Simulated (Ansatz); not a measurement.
ZrS:
```xyz
2
Lattice="0.0000 2.6121 2.6121 2.6121 0.0000 2.6121 2.6121 2.6121 0.0000" Properties=species:S:1:pos:R:3 pbc="T T T"
Zr     0.0000     0.0000     0.0000
S      2.6121     2.6121     2.6121
```

Relaxed with r²SCAN. Special points in fractions of this cell's reciprocal vectors: Γ (0.000, 0.000, 0.000); X (0.500, 0.000, 0.500); U (0.625, 0.250, 0.625); K (0.375, 0.375, 0.750); L (0.500, 0.500, 0.500); W (0.500, 0.250, 0.750).

Q: List the band energies nearest the Fermi level at these points for plane-wave PAW r²SCAN with spin–orbit coupling (Ansatz code).

A: In eV from the Fermi level; about four levels below and three above (degenerate sets whole), none deeper than 8.9 eV; … stands for higher levels left out; points with the same levels are listed once.

| k | below | above |
|---|---|---|
| Γ | -0.77 -0.77 -0.77 -0.77 | 2.40 2.40 … |
| X | -4.95 -4.95 -3.67 -3.67 | 0.47 0.47 2.33 2.33 |
| U | -5.85 -5.85 -1.62 -1.62 | 1.75 1.75 1.99 1.99 |
| L | -6.56 -6.56 -6.54 -6.54 | 1.45 1.45 1.46 1.46 |
| W | -0.09 -0.09 -0.04 -0.04 | 1.89 1.89 2.35 2.35 |

Space group Fm-3m (rock salt). The workflow started from an entry of the Crystallography Open Database (COD), which files this formula under 2 space groups. Whether it is the stable phase at ambient conditions was not checked. The r²SCAN relaxation kept the symmetry of its start; of distortions, only those at the zone centre were tested. The run is not spin-polarised.

Potentials: the later of the program's two PAW sets.
